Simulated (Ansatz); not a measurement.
The cell below belongs to a search over invented structures; it isn't taken from experiment.

Input and command of a plane-wave DFT calculation in Ansatz:

```yaml
crystal:
  lattice:
    - [3.173195714, 0.0, 0.0]
    - [-1.586597857, 2.7480680995, 0.0]
    - [0.0, 0.0, 14.8876530183]
  atoms:
    - { symbol: Hf, position: [0.3333333333, 0.6666666667, 0.5966440674] }
    - { symbol: Hf, position: [0.0, 0.0, 0.7884880338] }
    - { symbol: Hf, position: [0.6666666667, 0.3333333333, 0.4033559326] }
    - { symbol: Hf, position: [0.0, 0.0, 0.2115119662] }
    - { symbol: H, position: [0.0, 0.0, 0.0253116087] }
    - { symbol: H, position: [0.0, 0.0, 0.9746883913] }
    - { symbol: H, position: [0.6666666667, 0.3333333333, 0.5428957446] }
    - { symbol: H, position: [0.0, 0.0, 0.652641036] }
    - { symbol: H, position: [0.3333333333, 0.6666666667, 0.7366190679] }
    - { symbol: H, position: [0.6666666667, 0.3333333333, 0.8484113841] }
    - { symbol: H, position: [0.3333333333, 0.6666666667, 0.4571042554] }
    - { symbol: H, position: [0.0, 0.0, 0.347358964] }
    - { symbol: H, position: [0.6666666667, 0.3333333333, 0.2633809321] }
    - { symbol: H, position: [0.3333333333, 0.6666666667, 0.1515886159] }
basis:
  ecutwfc: 420
kpoints:
  mp_grid: { grid: [12, 12, 2] }
hamiltonian:
  xc: pbe
scf:
  occupations: { method: gaussian, width: 0.1 }
output:
  forces: true
  stress: true
  eigenvalues: true
relax:
  adjacent_minimum: "off"
  f_tol: 0.01
  max_steps: 30
  cell: { stress_tol: 0.1, fix: [volume] }
```

```bash
ansatz run input.yaml --threads 1 --pin off --max-ram 2560MiB --backend cpu --events-out ev --progress --plain --runs-dir out
```

Processor: Intel(R) Xeon(R) Processor @ 2.70GHz, 1 thread, on a host shared with other jobs.

**Question.** How long does it run, and how much memory does it take?

**Answer.** About 2.1 min, peak memory 0.59 GiB. It solves 71 bands at 38 k points (after reduction by symmetry) with about 2593 plane waves, in 30 SCF iterations over 5 ionic steps.
